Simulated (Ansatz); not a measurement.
The relaxed structure here is a generated cell of Mn: the first start was made by placing the elements on the sites of a structure type, and the end was not matched to a known phase here, so it may be hypothetical.

One stationary structure of Mn. Space group Fd-3m (No. 227), diamond type. Method: PBEsol (plane waves to 420 eV, PAW, scalar-relativistic; Ansatz, a quantum-chemistry and plane-wave program).

```cif
data_Mn2
_chemical_formula_sum 'Mn2'
_space_group_name_H-M_alt 'P 1'
_space_group_IT_number 1
_cell_length_a 3.45328
_cell_length_b 3.45328
_cell_length_c 3.45328
_cell_angle_alpha 60.000
_cell_angle_beta 60.000
_cell_angle_gamma 60.000
loop_
_space_group_symop_operation_xyz
  'x, y, z'
loop_
_atom_site_label
_atom_site_type_symbol
_atom_site_fract_x
_atom_site_fract_y
_atom_site_fract_z
_atom_site_occupancy
Mn1 Mn 0.25000 0.25000 0.25000 1
Mn2 Mn 0.00000 0.00000 0.00000 1
```

### Question
What is the computed magnetic moment (PBEsol)?

### Answer
Zero (the starting moments vanished).

No spin polarisation in the result: the starting moments vanished. A magnetic state may lie lower.

The run could not lose the symmetry of its start, so the end can be a saddle point.

All atoms sit on sites fixed by symmetry, so only the cell could relax.
